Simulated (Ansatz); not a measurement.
Total density of states per atom from r²SCAN in the plane-wave PAW code Ansatz, in 0.25 eV bins, energy from the Fermi level:

```
E (eV) | states/eV/atom
    -7.85 |  0.02
    -7.60 |  0.05
    -7.35 |  0.07
    -7.10 |  0.10
    -6.85 |  0.13
    -6.60 | ### 0.99
    -6.35 | ######## 2.91
    -6.10 | ########## 3.69
    -5.85 | ######## 2.77
    -5.60 | ############# 4.62
    -5.35 | ############################## 10.7
    -5.10 | ############ 4.24
    -4.85 | ######### 3.11
    -4.60 | ######## 3.00
    -4.35 | ########## 3.69
    -4.10 | ####### 2.33
    -3.85 | ##### 1.88
    -3.60 | # 0.32
    -3.35 | # 0.26
    -3.10 | # 0.22
    -2.85 | # 0.18
    -2.60 | # 0.24
    -2.35 | # 0.28
    -2.10 | # 0.31
    -1.85 | # 0.33
    -1.60 | # 0.35
    -1.35 | # 0.34
    -1.10 | # 0.32
    -0.85 | # 0.30
    -0.60 | # 0.35
    -0.35 | # 0.38
    -0.10 | # 0.34
     0.15 | # 0.25
     0.40 | # 0.19
     0.65 |  0.18
     0.90 | # 0.20
     1.15 | # 0.38
     1.40 | ## 0.60
     1.65 | ## 0.70
     1.90 | ## 0.54
     2.15 | # 0.52
     2.40 | ## 0.63
     2.65 | ## 0.77
     2.90 | ### 1.22
     3.15 | ## 0.60
     3.40 | # 0.28
     3.65 |  0.09
     3.90 |  0.05
     4.15 | # 0.19
     4.40 | ### 1.01
     4.65 | # 0.53
```

Task: Which compound is it?
(A) MgSe, rock salt
(B) Ge2W, P6/mmm (W on 1a, Ge on 2d)
(C) LuAg4, I4/m (Lu on 2a, Ag on 8h)
(D) Os, fcc (Cu type)

Result: C, LuAg4, I4/m (Lu on 2a, Ag on 8h). Within 0.5 eV of the Fermi level: Lu 5d 45 %, Ag 5s 15 %, Lu 6s 9 %, Ag 4d 8 %, outside the projected shells 23 %. Projections are on Löwdin-orthogonalised atomic valence shells; empty p or d shells of many metals are not among them.

The workflow started from a Materials Project entry (that database holds measured and hypothetical structures alike); the Crystallography Open Database files this formula in space group No. 87, but the cells were not matched. Whether it is the stable phase at ambient conditions was not checked. The cell was relaxed with r²SCAN under the symmetry of its start; whether a distortion lowers the energy is not shown. The run is not spin-polarised. Spin–orbit coupling is left out wherever it is not named.

Potentials: the later of the program's two PAW sets.
